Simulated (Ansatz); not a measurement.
A geometry of Ag away from equilibrium: step 2 of the relaxation of a relaxed Ag cell, doubled along one cell vector, shaken by Gaussian noise of σ = 0.08 Å a coordinate. Calculation: PBE (plane waves to 420 eV, PAW, scalar-relativistic; Ansatz, an electronic-structure program). Γ-centred k-mesh 5×9×9 on the run's cell (coarser than for final values), Fermi–Dirac smearing 0.05 eV. The plane waves were selected for a different cell earlier on the path.

```xyz
4
Lattice="0.0954 6.2670 6.2075 3.0790 0.0888 3.0626 3.1321 3.1455 0.0356" Properties=species:S:1:pos:R:3 pbc="T T T"
Ag     4.7476     4.8033     4.6379
Ag     4.7165     7.9434     7.7073
Ag     3.2204     3.1656     3.1205
Ag     3.1687     6.3924     6.1748
```

**Question.** Give the Cartesian forces on all atoms (eV/Å).

**Answer.** 
| atom | Fx | Fy | Fz |
|---|---|---|---|
| Ag1 | -0.18 | -0.02 | 0.10 |
| Ag2 | 0.04 | 0.03 | -0.41 |
| Ag3 | -0.03 | 0.26 | 0.20 |
| Ag4 | 0.17 | -0.27 | 0.11 |

The path ends in Fm-3m (No. 225) (fcc (Cu type)). No spin polarisation in the result.

Of the parent cell (Fd-3m (No. 227)): it is a generated cell of Ag: the first start was made by placing the elements on the sites of a structure type, and the end was not matched to a known phase here, so it may be hypothetical. Known forms of Ag include space group No. 225.
